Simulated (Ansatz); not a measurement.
Question: Each is relaxed and computed with r²SCAN in the plane-wave PAW code Ansatz. Which is the only one with a gap?
(A) YSi2Pd2, I4/mmm (Y on 2a, Si on 4e, Pd on 4d)
(B) V3Si2Mo3, R32 (V on 9d, Si on 6c, Mo on 9e)
(C) Y2MoO6, C2/c (Pearson symbol mS72)
(D) YSiRu, Pnma (Y on 4c, Si on 4c, Ru on 4c)

Answer: C, Y2MoO6, C2/c (Pearson symbol mS72). Y2MoO6: gap 2.39 eV; YSiRu: metal; V3Si2Mo3: metal; YSi2Pd2: metal. Standing as an ambient phase not checked: Y2MoO6, C2/c (Pearson symbol mS72); YSiRu, Pnma (Y on 4c, Si on 4c, Ru on 4c); V3Si2Mo3, R32 (V on 9d, Si on 6c, Mo on 9e); YSi2Pd2, I4/mmm (Y on 2a, Si on 4e, Pd on 4d). Perhaps ordered models of mixed-site phases: V3Si2Mo3, R32 (V on 9d, Si on 6c, Mo on 9e). All cells were relaxed under the symmetry of their starts (and spin orders); stability against distortions was not tested throughout. Rows with no word on spin ran without spin polarisation. Scalar-relativistic: spin–orbit coupling is off unless named, which matters more the heavier the elements.

Potentials: the later of the program's two PAW sets.
